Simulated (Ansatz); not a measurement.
**PbF₂: all-electron results**

```xyz
3
Lattice="0.0000 2.9699 2.9699 2.9699 0.0000 2.9699 2.9699 2.9699 0.0000" Properties=species:S:1:pos:R:3 pbc="T T T"
Pb    0.0000    0.0000    0.0000
F     1.4849    1.4849    1.4849
F     4.4548    4.4548    4.4548
```

Atom numbers follow the list: Pb1, F2, F3.

The cell is COD entry 9014557, as deposited and not checked against the literature; nothing was relaxed.

Spin–orbit coupling is left out, though it moves levels of the heavy atoms by tenths of an eV or more.

Levels of theory: DFT, PBE, all-electron LAPW, scalar-relativistic (Ansatz 0.2.0); DFT, PBE, PAW with Ansatz's default frozen-core files, scalar-relativistic (Ansatz 0.2.0).

For LAPW: a Γ-centred 7×7×7 k mesh, Fermi–Dirac smearing of 0.03 eV, basis error target 0.5 meV/atom, no spin polarisation. PAW takes a cutoff of 420 eV at this cell. The Ansatz runs share mesh, smearing and spin set-up. Values come from LAPW unless marked.

```
Pressure at this cell : 2.21 GPa
Volume per atom       : 117.8 bohr³
```

(1) Predict this quantity. Löwdin charges (with 0.07 e of the cell spilling out of the atomic basis, so their sizes and signs hang on that basis).

(2) Band gap: what does the calculation give?

(3) Predict this quantity. Smallest direct gap on the path.

(4) Predict this quantity. Bader charges (from the PAW run).

Answers

(1) Pb1 1.12, F2 -0.53 e.

(2) 4.41 eV, indirect from W (0.5, 0.25, 0.75) to X (0.5, 0, 0.5).

(3) 4.56 eV.

(4) Pb1 +1.58, F2 -0.79 e.
